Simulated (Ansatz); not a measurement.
Relaxed CoSn (CoSn type, space group P6/mmm):

```xyz
6
Lattice="5.2416 0.0000 0.0000 -2.6208 4.5394 0.0000 0.0000 0.0000 4.1879" Properties=species:S:1:pos:R:3 pbc="T T T"
Co     2.6208     0.0000     0.0000
Co     1.3104     2.2697     0.0000
Co    -1.3104     2.2697     0.0000
Sn     0.0000     0.0000     0.0000
Sn     0.0000     3.0263     2.0940
Sn     2.6208     1.5131     2.0940
```

Scan: atom 1 (Co, nearest neighbour Sn at 2.583 Å; its periodic images, 4.2 Å or more away, move with it) is displaced towards the nearest neighbour, direction (0.000, -0.586, -0.811) in Cartesian axes, by s. The other atoms stay.

Computed with r2SCAN (plane waves to 500 eV, PAW, scalar-relativistic; Ansatz, a first-principles code). k mesh 8×8×9 (Γ-centred), Fermi-Dirac smearing 0.05 eV. Energies are smeared free energies. With partly filled bands, energies and forces of such displacements shift with the k mesh and the smearing. CoSn is run without spin polarisation. CoSn was relaxed with its symmetry unable to fall. The zero of ΔE is the undisplaced structure. The last digit holds for this mesh only.

```tsv
s (Å)	ΔE (meV/cell)
-0.520	1676.3
-0.416	withheld
-0.312	480.9
-0.208	197.7
-0.104	47.1
0.000	0.0
0.104	47.1
0.208	197.7
0.312	480.9
0.416	withheld
0.520	1676.3
```

Problem. Fit an even polynomial form (powers 2, 4, 6) to the given rows and predict ΔE at s = -0.416.

Solution. Least squares on the 9 given rows: ΔE = (4281)·s² + (6584)·s⁴ + (1882)·s⁶, in meV/cell with s in Å; root-mean-square residual 0.06 meV/cell. At -0.416 the fit gives 947.8 meV/cell; the calculation gives 947.6 meV/cell, so the interpolation is off by 0.2 (+0.0 %). The quadratic term alone would give 740.9 meV/cell.

(A displaced cell: forces are minus the slopes of the energy, force constants its curvatures, and phonons follow from these.)
